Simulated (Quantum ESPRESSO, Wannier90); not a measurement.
# Tight-binding from DFT: Bi2Pd (I4/mmm)

Cell from Materials Project (mp-570197), symmetrised, no further relaxation. COD (Crystallography Open Database) has the formula in 2 space groups, this one among them (matched by group alone). Computed values, not measurements, from PBEsol: Quantum ESPRESSO (norm-conserving PseudoDojo potentials, cutoff 66 Ry, no spin polarisation, no spin-orbit coupling) on a Γ-centred 6×6×6 mesh, then Wannier90. Density: 12×12×12 mesh, cold smearing 0.01 Ry. Spin-orbit coupling is left out although heavy elements are present.

On the energy scale of pw.x, whose zero is arbitrary, the Fermi level lies at 13.76 eV.

Input w.win:

```
num_bands = 1
num_wann = 1
exclude_bands = 2-37
num_iter = 1000
conv_tol = 1.0e-6
conv_window = 4
write_hr = true
write_u_matrices = true
auto_projections = true
begin unit_cell_cart
ang
    0.0000000000   -3.3866800000    0.0000000000
    3.3866800000    0.0000000000    0.0000000000
   -1.6933400000    1.6933400000    6.6234700000
end unit_cell_cart
begin atoms_frac
Bi  -0.3676800000 -0.3676800000  0.2646400000
Bi   0.3676800000  0.3676800000 -0.2646400000
Pd   0.0000000000  0.0000000000  0.0000000000
end atoms_frac
mp_grid = 6 6 6
begin kpoints
0.0000000000 0.0000000000 0.0000000000
0.0000000000 0.0000000000 0.1666666667
0.0000000000 0.0000000000 0.3333333333
... (213 more lines: the 6x6x6 mesh through Gamma)
end kpoints
```

Input of pw2wannier90.x that gives the overlap and projection files (equivalent; here they were cut from one run over all bands):

```
&inputpp
  outdir = './out'
  prefix = 'pwscf'
  seedname = 'w'
  write_amn = .true.
  write_mmn = .true.
  atom_proj = .true.
  atom_proj_exclude = 1 2 3 4 5 6 7 8 9 10 11 12 13 14 15 16 17 18 20 21 22 23 24 25 26 27
/
```

Output w.wout (banner and timings cut):

```
                                    ------
                                    SYSTEM
                                    ------

                              Lattice Vectors (Ang)
                    a_1     0.000000  -3.386680   0.000000
                    a_2     3.386680   0.000000   0.000000
                    a_3    -1.693340   1.693340   6.623470

                   Unit Cell Volume:      75.96856  (Ang^3)

                        Reciprocal-Space Vectors (Ang^-1)
                    b_1     0.000000  -1.855264   0.474312
                    b_2     1.855264   0.000000   0.474312
                    b_3    -0.000000   0.000000   0.948624

 *----------------------------------------------------------------------------*
 |   Site       Fractional Coordinate          Cartesian Coordinate (Ang)     |
 +----------------------------------------------------------------------------+
 | bi   1  -0.36768  -0.36768   0.26464   |   -1.69334   1.69334   1.75284    |
 | bi   2   0.36768   0.36768  -0.26464   |    1.69334  -1.69334  -1.75284    |
 | pd   1   0.00000   0.00000   0.00000   |    0.00000   0.00000   0.00000    |
 *----------------------------------------------------------------------------*
                                ------------
                                K-POINT GRID
                                ------------

             Grid size =  6 x  6 x  6      Total points =  216

 *---------------------------------- MAIN ------------------------------------*
 |  Number of Wannier Functions               :                 1             |
 |  Number of Objective Wannier Functions     :                 1             |
 |  Number of input Bloch states              :                 1             |
 |  Output verbosity (1=low, 5=high)          :                 1             |
 |  Timing Level (1=low, 5=high)              :                 1             |
 |  Optimisation (0=memory, 3=speed)          :                 3             |
 |  Length Unit                               :               Ang             |
 |  Post-processing setup (write *.nnkp)      :                 F             |
 |  Using Gamma-only branch of algorithms     :                 F             |
 *----------------------------------------------------------------------------*
 *------------------------------- WANNIERISE ---------------------------------*
 |  Total number of iterations                :              1000             |
 |  Number of CG steps before reset           :                 5             |
 |  Trial step length for line search         :             2.000             |
 |  Convergence tolerence                     :         0.100E-05             |
 |  Convergence window                        :                 4             |
 |  Iterations between writing output         :                 1             |
 |  Iterations between backing up to disk     :               100             |
 |  Write r^2_nm to file                      :                 F             |
 |  Write xyz WF centres to file              :                 F             |
 |  Write on-site energies <0n|H|0n> to file  :                 F             |
 |  Use guiding centre to control phases      :                 F             |
 |  Use phases for initial projections        :                 F             |
 *----------------------------------------------------------------------------*
 *-------------------------------- PLOTTING ----------------------------------*
 |  Plotting Hamiltonian in WF basis          :                 T             |
 *----------------------------------------------------------------------------*

       ... (k-mesh section left out)

 Starting a new Wannier90 calculation ...

 Reading overlaps from w.mmn

 Reading projections from w.amn

 *------------------------------- WANNIERISE ---------------------------------*
 +--------------------------------------------------------------------+<-- CONV
 | Iter  Delta Spread     RMS Gradient      Spread (Ang^2)            |<-- CONV
 +--------------------------------------------------------------------+<-- CONV

 ------------------------------------------------------------------------------
 Initial State
  WF centre and spread    1  ( -0.000000,  0.000000, -0.000000 )     0.27944652
  Sum of centres and spreads ( -0.000000,  0.000000, -0.000000 )     0.27944652

      0     0.279E+00     0.0000000000        0.2794465228  <-- CONV
        O_D=      0.0000000 O_OD=      0.0000000 O_TOT=      0.2794465 <-- SPRD
 ------------------------------------------------------------------------------
      1     0.000E+00     0.0000000000        0.2794465228  <-- CONV
        O_D=      0.0000000 O_OD=      0.0000000 O_TOT=      0.2794465 <-- SPRD
      2     0.000E+00     0.0000000000        0.2794465228  <-- CONV
        O_D=      0.0000000 O_OD=      0.0000000 O_TOT=      0.2794465 <-- SPRD
      3     0.000E+00     0.0000000000        0.2794465228  <-- CONV
        O_D=      0.0000000 O_OD=      0.0000000 O_TOT=      0.2794465 <-- SPRD
      4     0.000E+00     0.0000000000        0.2794465228  <-- CONV
        O_D=      0.0000000 O_OD=      0.0000000 O_TOT=      0.2794465 <-- SPRD
             <<<     Delta < 1.000E-06  over  4 iterations     >>>
             <<< Wannierisation convergence criteria satisfied >>>
 Final State
  WF centre and spread    1  ( -0.000000,  0.000000, -0.000000 )     0.27944652
  Sum of centres and spreads ( -0.000000,  0.000000, -0.000000 )     0.27944652

         Spreads (Ang^2)       Omega I      =     0.279446523
        ================       Omega D      =     0.000000000
                               Omega OD     =     0.000000000
    Final Spread (Ang^2)       Omega Total  =     0.279446523
```
